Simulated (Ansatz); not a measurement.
VPt:
```xyz
2
Lattice="2.6699 0.0000 0.0000 0.0000 2.6699 0.0000 0.0000 0.0000 3.8654" Properties=species:S:1:pos:R:3 pbc="T T T"
Pt     0.0000     0.0000     0.0000
V      1.3349     1.3349     1.9327
```

This is the PBEsol-relaxed structure. x, y and z are the axes in which the lattice vectors are written.

Question: All from plane-wave PAW PBEsol (Ansatz code), unless another level is named. Predict the Hill bulk and shear moduli.

Answer: 269 and 155 GPa.

Question: And the elastic constants (relaxed ions, GPa)?

Answer: C11 = 575, C12 = 73.5, C13 = 168, C33 = 452, C44 = 178, C66 = 77.9.

Space group P4/mmm (L1₀ or tetragonal B2). The workflow started from an entry of the Crystallography Open Database (COD). Its standing as an ambient phase is unchecked. The cell was relaxed with PBEsol under the symmetry of its start; of distortions, only those at the zone centre were tested. The workflow began spin-polarised and lost its moments. As this level gives no gap, shear constants depend on the k-mesh and smearing (Fermi–Dirac, 0.1 eV here). Scalar-relativistic: spin–orbit coupling is off unless named, which matters more the heavier the elements.

Potentials: the later of the program's two PAW sets.
